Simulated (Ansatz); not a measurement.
A distorted cell of MgS (rock salt):

```yaml
crystal:
  lattice:
    - [0.00000, 2.60256, 2.60256]
    - [2.60256, 0.00000, 2.60256]
    - [2.60256, 2.60256, 0.00000]
  atoms:
    - { symbol: S, position: [0.00000, 0.00000, 0.00000] }
    - { symbol: Mg, position: [0.38012, 0.38012, 0.61988] }
```

Level of theory: r2SCAN (plane waves to 500 eV, PAW, scalar-relativistic; Ansatz, a quantum-chemistry and plane-wave program). k mesh 9×9×9 (Γ-centred), Fermi-Dirac smearing 0.05 eV. Energies are smeared free energies. Stress and pressure are positive under compression. MgS was relaxed with its symmetry unable to fall. The PAW data are Ansatz's earlier set.

### Question
What forces act on the atoms (eV/Å, Cartesian)?

### Answer
```
atom     Fx     Fy      Fz
----  -----  -----  ------
S1    0.000  0.000  -6.730
Mg2   0.000  0.000   6.730
```

### Question
What is the stress tensor (GPa)?

### Answer
```
   -2.4      0.0      0.0
    0.0     -2.4      0.0
    0.0      0.0     58.8
```
The pressure, a third of the trace, is 18.0 GPa.

### Question
In it atom 2 sits (0.000, 0.000, -0.624) Å away from its relaxed site. What is its energy relative to the relaxed cell?

### Answer
1286 meV/cell.

(For displaced atoms, the force is minus the slope of the energy, and its curvature is a force constant, which sets phonon frequencies.)
